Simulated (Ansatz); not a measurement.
# NiMoIrPdW: changing the functional

```cif
data_structure
_symmetry_space_group_name_H-M 'Cm'
_symmetry_Int_Tables_number 8
_cell_length_a 4.6892
_cell_length_b 2.8628
_cell_length_c 11.1443
_cell_angle_alpha 90.000
_cell_angle_beta 101.196
_cell_angle_gamma 90.000
_cell_volume 146.76
loop_
_atom_site_label
_atom_site_type_symbol
_atom_site_symmetry_multiplicity
_atom_site_Wyckoff_symbol
_atom_site_fract_x
_atom_site_fract_y
_atom_site_fract_z
_atom_site_occupancy
Ni1 Ni 2 a 0.50162 0.00000 0.70475 1
Mo1 Mo 2 a 0.18227 0.50000 0.08793 1
Pd1 Pd 2 a 0.25267 0.50000 0.50939 1
Ir1 Ir 2 a 0.25018 0.00000 0.89198 1
W1 W 2 a 0.81327 0.50000 0.30594 1
```

The cell comes from a database or a generator and needn't be the stable form of this composition.

Kept alike: task band structure; k mesh 11 × 11 × 3; occupations fermi-dirac, width 0.05 eV; collinear spin, ferromagnetic start. Program: Ansatz, Ansatz PAW, cutoff 420 eV. The mesh is that of the run's cell of 5 atoms. No spin-orbit coupling.

| run | pressure (GPa) |
| --- | --- |
| A | -0.02 |
| B | 4.06 |
| C | -9.05 |

Pressure is positive in compression, with a Pulay correction for the finite cutoff. For a metal such a mesh leaves the last digits unconverged. The moments vanished: the runs ended non-magnetic. All rows use potentials made for PBE.

Task: The runs differ in the functional alone: PBE; PBEsol; RPBE. Which run is which?

Result: Run A is PBE; run B is RPBE; run C is PBEsol. The pressure runs from -9.05 (PBEsol) to 4.06 GPa (RPBE). From PBE: PBEsol -9.03; RPBE +4.08. A positive pressure means that the functional's own cell is larger than the one given, a negative one that it is smaller.
